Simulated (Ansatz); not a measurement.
Here is the system:

YBRh3:
```
CELL_PARAMETERS angstrom
      4.17504     0.00000     0.00000
      0.00000     4.17504     0.00000
      0.00000     0.00000     4.17504
ATOMIC_POSITIONS crystal
  Y  0.00000 0.00000 0.00000
  Rh 0.00000 0.50000 0.50000
  Rh 0.50000 0.00000 0.50000
  Rh 0.50000 0.50000 0.00000
  B  0.50000 0.50000 0.50000
```

This is the r²SCAN-relaxed structure.

Question: All from r²SCAN (plane waves, PAW; program Ansatz), unless another level is named. Predict the electronic character.

Answer: metallic (no gap).

Question: Give the density of states at the Fermi level.

Answer: 0.77 states/eV per atom (mean over ±0.08 eV).

Question: Predict the gap with spin–orbit coupling.

Answer: none (metallic).

Space group Pm-3m (cubic perovskite). The workflow started from an entry of the Crystallography Open Database (COD). Its standing as an ambient phase is unchecked. The cell was relaxed with r²SCAN under the symmetry of its start; its stability against distortions is not shown here. The run is not spin-polarised. Spin–orbit coupling is left out wherever it is not named.

Potentials: the later of the program's two PAW sets.
